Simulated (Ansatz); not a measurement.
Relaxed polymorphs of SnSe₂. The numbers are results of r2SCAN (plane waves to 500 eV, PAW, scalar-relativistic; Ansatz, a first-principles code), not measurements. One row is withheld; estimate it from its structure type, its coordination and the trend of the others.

```json
[
 {"structure": "P-3m1, hP3, CdI2 type", "coordination": "Sn 6 (octahedral), Se 3 (trigonal pyramidal)", "E − E(first row) (eV/atom)": "0.000", "V (Å³/atom)": "27.80", "gap (eV, no SOC)": "1.03"},
 {"structure": "I4₁/amd, tI12, anatase type", "coordination": "Sn 2 (linear)+4, Se 1+2", "E − E(first row) (eV/atom)": "___", "V (Å³/atom)": "___", "gap (eV, no SOC)": "___"},
 {"structure": "P3₂, hP9", "coordination": "–", "E − E(first row) (eV/atom)": "0.310", "V (Å³/atom)": "28.52", "gap (eV, no SOC)": "0.28"},
 {"structure": "P4₂/mnm, tP6, rutile type", "coordination": "Sn 6 (octahedral), Se 3", "E − E(first row) (eV/atom)": "0.21", "V (Å³/atom)": "27.82", "gap (eV, no SOC)": "0.00"},
 {"structure": "P1, aP3", "coordination": "–", "E − E(first row) (eV/atom)": "0.325", "V (Å³/atom)": "32.03", "gap (eV, no SOC)": "0.72"}
]
```

Fill in the missing entries.


- I4₁/amd, tI12, anatase type, E − E(first row) (eV/atom): 0.228
- I4₁/amd, tI12, anatase type, V (Å³/atom): 29.07
- I4₁/amd, tI12, anatase type, gap (eV, no SOC): 0.50

The withheld cell: I4₁/amd, origin choice 1 (No. 141), tI12, anatase type; a = 5.628 Å, b = 5.628 Å, c = 11.011 Å, α = 90.00°, β = 90.00°, γ = 90.00°; Sn 4b (0.000, 0.000, 0.500); Se 8e (0.000, 0.000, 0.269). Coordination numbers (neighbours up to the widest gap in distance over summed covalent radii, below 1.35; n+m marks a second, longer set; metal–metal contacts left out).

Each run could gain symmetry but not lose that of its start, so entries can be saddle points. From databases, or of a type measured for this composition: P-3m1, hP3, CdI2 type; the others are generated cells (placed on structure types, drawn at random, substituted or restacked) that were not matched to a known phase here. Energies are at zero temperature and pressure, without zero-point motion. No spin polarisation in the result. Without a van der Waals term the distances between weakly bound units are poorly fixed. Gaps of cells over 8 atoms come from the SCF mesh and high-symmetry points alone.
